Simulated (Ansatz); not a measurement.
Relaxed-ion elastic tensor of La₂O₃ (La2O3 or Ni2Al3 type, P-3m1) in GPa (Voigt order), plane-wave PAW LDA (Ansatz code); density 6.96 g/cm³, 15.54 Å³ per atom.

```
  233    141   94.3   27.8    0.0    0.0
  141    233   94.3  -27.8    0.0    0.0
 94.3   94.3    138    0.0    0.0    0.0
 27.8  -27.8    0.0   70.1    0.0    0.0
  0.0    0.0    0.0    0.0   70.1   27.8
  0.0    0.0    0.0    0.0   27.8   45.8
```

Problem. Is the crystal mechanically stable?

Solution. Yes: the smallest eigenvalue of C is 27.6 GPa.

Problem. Work out the Voigt, Reuss and Hill averages.

Solution. K_V = 140, K_R = 124, K_H = 132; G_V = 55.5, G_R = 41.7, G_H = 48.6 GPa.

Problem. Give Young's modulus, Poisson's ratio, Pugh's ratio and the universal anisotropy index.

Solution. E = 9KG/(3K + G) = 130 GPa; ν = 0.34; K/G = 2.72 (ductile by the Pugh limit of 1.75); A_U = 5G_V/G_R + K_V/K_R − 6 = 1.78.

Problem. Estimate the sound speeds and the Debye temperature.

Solution. v_l = √((K + 4G/3)/ρ) = 5320 m/s, v_t = √(G/ρ) = 2640 m/s, mean 2960 m/s; Θ = (h/k)(3n/4πV)^(1/3) v_m = 354 K.

Problem. Solve the Christoffel equation for the three sound speeds along x, y, z.

Solution. Eigenvalues of C_ijkl n_j n_l equal ρv². In km/s, slowest first: x 1.99, 3.56, 5.78; y 2.57, 3.07, 5.84; z 3.17, 3.17, 4.46.

Problem. How much does each axis shrink under pressure?

Solution. Linear compressibilities β_i = Σ_j S_ij (j = 1 to 3): x 1.3, y 1.3, z 5.5 per TPa.

The LDA relaxation kept the symmetry of its start. Scalar-relativistic: spin–orbit coupling is off unless named, which matters more the heavier the elements.

Potentials: the earlier of the program's two PAW sets. The files were generated under PBE; for other functionals the program regenerates the frozen cores, and for LDA and PBEsol the local potential too.
